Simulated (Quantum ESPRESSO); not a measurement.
# GaTiHfZrFO7: finding a planted mistake in a log

Simulated, not a measurement. The program is pw.x of Quantum ESPRESSO 7.5 (plane-wave density functional theory). The cell is made up: 12 atoms on a fluorite lattice, with randomly drawn elements, strain and displacements, not relaxed. PseudoDojo standard norm-conserving files (v0.5 for PBE, v0.4.1 for LDA and PBEsol) set the functional; there is no spin polarisation, spin-orbit coupling or dispersion term, and the masses in the input are unused placeholders.

The hafnium pseudopotential is less sure than the others, with forces about 3 percent (worst 6) and pressure in oxides about 1.5 GPa (worst 2.7) from a second method in checks, which no rerun with the same files tests.

Intended input:

```
&control calculation='scf', pseudo_dir='./dojo.nc.sr.pbe.v0_5.standard.upf', outdir='./o', disk_io='low', tprnfor=.true., tstress=.true. /
&system ibrav=0, nat=12, ntyp=6, nbnd=55, ecutwfc=84.00895049, nosym=.true., tot_charge=0,
 occupations='smearing', smearing='fd', degauss=0.0018374661
/
&electrons conv_thr=7.350e-09, electron_maxstep=60, /
ATOMIC_SPECIES
F 1.0 F.upf
Ga 1.0 Ga.upf
Hf 1.0 Hf.upf
O 1.0 O.upf
Ti 1.0 Ti.upf
Zr 1.0 Zr.upf
CELL_PARAMETERS angstrom
4.9063 0.0 0.0
0.0 4.9063 0.0
0.0 0.0 4.9063
ATOMIC_POSITIONS angstrom
Ga 0.068 -0.1086 -0.0741
Ti 0.0406 2.5876 2.3931
Hf 2.539 0.1657 2.6055
Zr 2.2894 2.4383 0.0116
F 1.2698 1.1906 1.34
O 1.4056 1.2526 3.713
O 1.1517 3.5777 1.3937
O 1.245 3.692 3.8298
O 3.8103 1.213 1.2042
O 3.7878 1.309 3.7383
O 3.6589 3.547 1.0653
O 3.6082 3.6158 3.719
K_POINTS automatic
5 5 5 1 1 1
```

The log is shortened where brackets say so; the opening notice, blank lines, dates and the lines on written files are dropped, and the path of the files is cut. It prints rydbergs, bohrs and kilobars, and counts compression as positive stress. Where no state is partly filled, the Fermi energy that it prints is only some level between the filled and the empty states on the mesh, and need not lie in the true gap.

Log of the intended run:

```
     Program PWSCF v.7.5
     Parallel version (MPI & OpenMP), running on       4 processor cores
     Number of MPI processes:                 4
     Threads/MPI process:                     1
     [start-up lines left out]
     bravais-lattice index     =            0
     lattice parameter (alat)  =       9.2716  a.u.
     unit-cell volume          =     797.0011 (a.u.)^3
     number of atoms/cell      =           12
     number of atomic types    =            6
     number of electrons       =        98.00
     number of Kohn-Sham states=           55
     kinetic-energy cutoff     =      84.0090  Ry
     charge density cutoff     =     336.0358  Ry
     scf convergence threshold =      7.3E-09
     mixing beta               =       0.7000
     number of iterations used =            8  plain     mixing
     Exchange-correlation= PBE
                           (   1   4   3   4   0   0   0)
     [axes and pseudopotential details left out]
   Cartesian axes
     site n.     atom                  positions (alat units)
         1        Ga     tau(   1) = (   0.0138597  -0.0221348  -0.0151030  )
         2        Ti     tau(   2) = (   0.0082751   0.5274035   0.4877606  )
         3        Hf     tau(   3) = (   0.5174979   0.0337729   0.5310519  )
         4        Zr     tau(   4) = (   0.4666245   0.4969733   0.0023643  )
         5        F      tau(   5) = (   0.2588101   0.2426676   0.2731182  )
         6        O      tau(   6) = (   0.2864888   0.2553044   0.7567821  )
         7        O      tau(   7) = (   0.2347390   0.7292053   0.2840633  )
         8        O      tau(   8) = (   0.2537554   0.7525019   0.7805882  )
         9        O      tau(   9) = (   0.7766137   0.2472331   0.2454395  )
        10        O      tau(  10) = (   0.7720278   0.2667998   0.7619387  )
        11        O      tau(  11) = (   0.7457555   0.7229480   0.2171290  )
        12        O      tau(  12) = (   0.7354218   0.7369708   0.7580050  )
     number of k points=    63  Fermi-Dirac smearing, width (Ry)=  0.0018
                       cart. coord. in units 2pi/alat
        k(    1) = (   0.1000000   0.1000000   0.1000000), wk =   0.0320000
        k(    2) = (   0.1000000   0.1000000   0.3000000), wk =   0.0320000
     [further k points left out]
     Dense  grid:    82951 G-vectors     FFT dimensions: (  60,  60,  60)
     Estimated max dynamical RAM per process >     296.56 MB
     Estimated total dynamical RAM >       1.10 GB
     Initial potential from superposition of free atoms
     starting charge      97.9915, renormalised to      98.0000
     Starting wfcs are   71 randomized atomic wfcs
     total cpu time spent up to now is        9.8 secs
     per-process dynamical memory:   232.7 Mb
     Self-consistent Calculation
     iteration #  1     ecut=    84.01 Ry     beta= 0.70
     Davidson diagonalization with overlap
     ethr =  1.00E-02,  avg # of iterations =  2.0
     total cpu time spent up to now is       26.3 secs
     total energy              =    -765.21911355 Ry
     estimated scf accuracy    <       4.54273888 Ry
     iteration #  2     ecut=    84.01 Ry     beta= 0.70
     Davidson diagonalization with overlap
     ethr =  4.64E-03,  avg # of iterations =  6.1
     total cpu time spent up to now is       52.1 secs
     total energy              =    -760.14845024 Ry
     estimated scf accuracy    <      49.44804668 Ry
     [iterations 3 to 15 left out]
     iteration # 16     ecut=    84.01 Ry     beta= 0.70
     Davidson diagonalization with overlap
     ethr =  5.17E-11,  avg # of iterations =  4.2
     total cpu time spent up to now is      327.3 secs
     total energy              =    -767.51324785 Ry
     estimated scf accuracy    <       0.00000004 Ry
     iteration # 17     ecut=    84.01 Ry     beta= 0.70
     Davidson diagonalization with overlap
     ethr =  3.66E-11,  avg # of iterations =  2.1
     total cpu time spent up to now is      343.2 secs
     End of self-consistent calculation
     [lines on levels left out]
     the Fermi energy is    13.2159 ev
!    total energy              =    -767.51324785 Ry
     estimated scf accuracy    <          1.5E-09 Ry
     smearing contrib. (-TS)   =      -0.00000000 Ry
     internal energy E=F+TS    =    -767.51324785 Ry
     The total energy is F=E-TS. E is the sum of the following terms:
     one-electron contribution =    -156.73388507 Ry
     hartree contribution      =     149.11759775 Ry
     xc contribution           =    -178.68074860 Ry
     ewald contribution        =    -581.21621193 Ry
     convergence has been achieved in  17 iterations
     Forces acting on atoms (cartesian axes, Ry/au):
     atom    1 type  2   force =    -0.13140831    0.00011707    0.00431156
     atom    2 type  5   force =    -0.19200260    0.00749890    0.04206385
     atom    3 type  3   force =     0.16909613   -0.13434473   -0.01540176
     atom    4 type  6   force =     0.21315720    0.05727570    0.04025104
     atom    5 type  1   force =    -0.02910521   -0.02566997   -0.01545952
     atom    6 type  4   force =    -0.14273617   -0.04129498   -0.03555621
     atom    7 type  4   force =     0.03230460    0.04798460    0.00509301
     atom    8 type  4   force =    -0.08645823    0.06657492   -0.04793956
     atom    9 type  4   force =     0.00996349   -0.04207555    0.05628408
     atom   10 type  4   force =     0.04743492   -0.05155615   -0.02094555
     atom   11 type  4   force =     0.05932356    0.06830760    0.10735159
     atom   12 type  4   force =     0.05043061    0.04718260   -0.12005252
     Total force =     0.495111     Total SCF correction =     0.000103
     Computing stress (Cartesian axis) and pressure
          total   stress  (Ry/bohr**3)                   (kbar)     P=      247.25
   0.00142705  -0.00000037   0.00020685          209.93       -0.05       30.43
  -0.00000037   0.00179026   0.00007242           -0.05      263.36       10.65
   0.00020685   0.00007242   0.00182506           30.43       10.65      268.48
     init_run     :      9.26s CPU      9.58s WALL (       1 calls)
     electrons    :    331.38s CPU    333.45s WALL (       1 calls)
     forces       :      2.72s CPU      2.75s WALL (       1 calls)
     stress       :     10.25s CPU     10.26s WALL (       1 calls)
     [timing details left out]
     PWSCF        :   5m53.89s CPU   5m56.39s WALL
     JOB DONE.
```

A second run was made from an input with one planted mistake. Its log:

```
     Program PWSCF v.7.5
     Parallel version (MPI & OpenMP), running on       4 processor cores
     Number of MPI processes:                 4
     Threads/MPI process:                     1
     [start-up lines left out]
     bravais-lattice index     =            0
     lattice parameter (alat)  =       9.3950  a.u.
     unit-cell volume          =     829.2493 (a.u.)^3
     number of atoms/cell      =           12
     number of atomic types    =            6
     number of electrons       =        98.00
     number of Kohn-Sham states=           55
     kinetic-energy cutoff     =      84.0090  Ry
     charge density cutoff     =     336.0358  Ry
     scf convergence threshold =      7.3E-09
     mixing beta               =       0.7000
     number of iterations used =            8  plain     mixing
     Exchange-correlation= PBE
                           (   1   4   3   4   0   0   0)
     [axes and pseudopotential details left out]
   Cartesian axes
     site n.     atom                  positions (alat units)
         1        Ga     tau(   1) = (   0.0138587  -0.0221257  -0.0151058  )
         2        Ti     tau(   2) = (   0.0082670   0.5273956   0.4877504  )
         3        Hf     tau(   3) = (   0.5174994   0.0337718   0.5310564  )
         4        Zr     tau(   4) = (   0.4666103   0.4969627   0.0023735  )
         5        F      tau(   5) = (   0.2588100   0.2426583   0.2731113  )
         6        O      tau(   6) = (   0.2864872   0.2553102   0.7567785  )
         7        O      tau(   7) = (   0.2347333   0.7292019   0.2840534  )
         8        O      tau(   8) = (   0.2537614   0.7524942   0.7805737  )
         9        O      tau(   9) = (   0.7766112   0.2472242   0.2454341  )
        10        O      tau(  10) = (   0.7720251   0.2667954   0.7619277  )
        11        O      tau(  11) = (   0.7457559   0.7229463   0.2171333  )
        12        O      tau(  12) = (   0.7354172   0.7369660   0.7580055  )
     number of k points=    63  Fermi-Dirac smearing, width (Ry)=  0.0018
                       cart. coord. in units 2pi/alat
        k(    1) = (   0.1000000   0.1000000   0.1000000), wk =   0.0320000
        k(    2) = (   0.1000000   0.1000000   0.3000000), wk =   0.0320000
     [further k points left out]
     Dense  grid:    86407 G-vectors     FFT dimensions: (  60,  60,  60)
     Estimated max dynamical RAM per process >     307.15 MB
     Estimated total dynamical RAM >       1.14 GB
     Initial potential from superposition of free atoms
     starting charge      97.9915, renormalised to      98.0000
     Starting wfcs are   71 randomized atomic wfcs
     total cpu time spent up to now is        9.3 secs
     per-process dynamical memory:   232.6 Mb
     Self-consistent Calculation
     iteration #  1     ecut=    84.01 Ry     beta= 0.70
     Davidson diagonalization with overlap
     ethr =  1.00E-02,  avg # of iterations =  2.0
     total cpu time spent up to now is       25.5 secs
     total energy              =    -765.17888339 Ry
     estimated scf accuracy    <       4.63066254 Ry
     iteration #  2     ecut=    84.01 Ry     beta= 0.70
     Davidson diagonalization with overlap
     ethr =  4.73E-03,  avg # of iterations =  6.1
     total cpu time spent up to now is       53.2 secs
     total energy              =    -760.05515826 Ry
     estimated scf accuracy    <      52.14933230 Ry
     [iterations 3 to 15 left out]
     iteration # 16     ecut=    84.01 Ry     beta= 0.70
     Davidson diagonalization with overlap
     ethr =  4.85E-11,  avg # of iterations =  4.5
     total cpu time spent up to now is      336.9 secs
     total energy              =    -767.55471649 Ry
     estimated scf accuracy    <       0.00000002 Ry
     iteration # 17     ecut=    84.01 Ry     beta= 0.70
     Davidson diagonalization with overlap
     ethr =  1.61E-11,  avg # of iterations =  3.3
     total cpu time spent up to now is      353.4 secs
     End of self-consistent calculation
     [lines on levels left out]
     the Fermi energy is    12.4999 ev
!    total energy              =    -767.55471649 Ry
     estimated scf accuracy    <          3.0E-09 Ry
     smearing contrib. (-TS)   =      -0.00000000 Ry
     internal energy E=F+TS    =    -767.55471649 Ry
     The total energy is F=E-TS. E is the sum of the following terms:
     one-electron contribution =    -167.83096842 Ry
     hartree contribution      =     152.16738186 Ry
     xc contribution           =    -178.30854770 Ry
     ewald contribution        =    -573.58258223 Ry
     convergence has been achieved in  17 iterations
     Forces acting on atoms (cartesian axes, Ry/au):
     atom    1 type  2   force =    -0.12499293   -0.00616660   -0.00059469
     atom    2 type  5   force =    -0.17805334    0.01576358    0.03037207
     atom    3 type  3   force =     0.15800349   -0.11438894   -0.00197662
     atom    4 type  6   force =     0.19826892    0.05765331    0.02820153
     atom    5 type  1   force =    -0.01931531   -0.02146629   -0.01271311
     atom    6 type  4   force =    -0.11705805   -0.03752143   -0.03221425
     atom    7 type  4   force =     0.02456944    0.03269242    0.00920237
     atom    8 type  4   force =    -0.07773100    0.05980922   -0.03732913
     atom    9 type  4   force =     0.00455162   -0.03851002    0.05735708
     atom   10 type  4   force =     0.03625628   -0.05207415   -0.02476647
     atom   11 type  4   force =     0.05273978    0.05820391    0.09873651
     atom   12 type  4   force =     0.04276109    0.04600500   -0.11427529
     Total force =     0.449764     Total SCF correction =     0.000144
     Computing stress (Cartesian axis) and pressure
          total   stress  (Ry/bohr**3)                   (kbar)     P=      134.00
   0.00067660  -0.00001268   0.00020247           99.53       -1.87       29.78
  -0.00001268   0.00101579   0.00006111           -1.87      149.43        8.99
   0.00020247   0.00006111   0.00104043           29.78        8.99      153.05
     init_run     :      8.78s CPU      9.10s WALL (       1 calls)
     electrons    :    342.34s CPU    344.13s WALL (       1 calls)
     forces       :      2.81s CPU      2.83s WALL (       1 calls)
     stress       :     10.36s CPU     10.36s WALL (       1 calls)
     [timing details left out]
     PWSCF        :   6m 4.58s CPU   6m 6.79s WALL
     JOB DONE.
```

Question: what was wrong in the second input?

Answer: the cell and the positions are scaled by a wrong factor. The input lines that differ, file-writing options aside:

```
- 4.9063 0.0 0.0
+ 4.9716 0.0 0.0
- 0.0 4.9063 0.0
+ 0.0 4.9716 0.0
- 0.0 0.0 4.9063
+ 0.0 0.0 4.9716
- Ga 0.068 -0.1086 -0.0741
+ Ga 0.0689 -0.11 -0.0751
- Ti 0.0406 2.5876 2.3931
+ Ti 0.0411 2.622 2.4249
- Hf 2.539 0.1657 2.6055
+ Hf 2.5728 0.1679 2.6402
- Zr 2.2894 2.4383 0.0116
+ Zr 2.3198 2.4707 0.0118
- F 1.2698 1.1906 1.34
+ F 1.2867 1.2064 1.3578
- O 1.4056 1.2526 3.713
+ O 1.4243 1.2693 3.7624
- O 1.1517 3.5777 1.3937
+ O 1.167 3.6253 1.4122
- O 1.245 3.692 3.8298
+ O 1.2616 3.7411 3.8807
- O 3.8103 1.213 1.2042
+ O 3.861 1.2291 1.2202
- O 3.7878 1.309 3.7383
+ O 3.8382 1.3264 3.788
- O 3.6589 3.547 1.0653
+ O 3.7076 3.5942 1.0795
- O 3.6082 3.6158 3.719
+ O 3.6562 3.6639 3.7685
```

```
                                            intended run  run with the mistake
                          free energy (eV)    -10442.550            -10443.114
                    smearing term -TS (eV)        0.0000                0.0000
                            pressure (GPa)         24.73                 13.40
            largest force component (eV/Å)         5.480                 5.098
largest change of a force component (eV/Å)                               0.660
                                iterations            17                    17
```

For scale, a rerun of the intended cell at 1467 eV and a 7 x 7 x 7 mesh moved values by no more than 0.004 eV in energy, 0.04 GPa in stress and 0.002 eV/Å in force.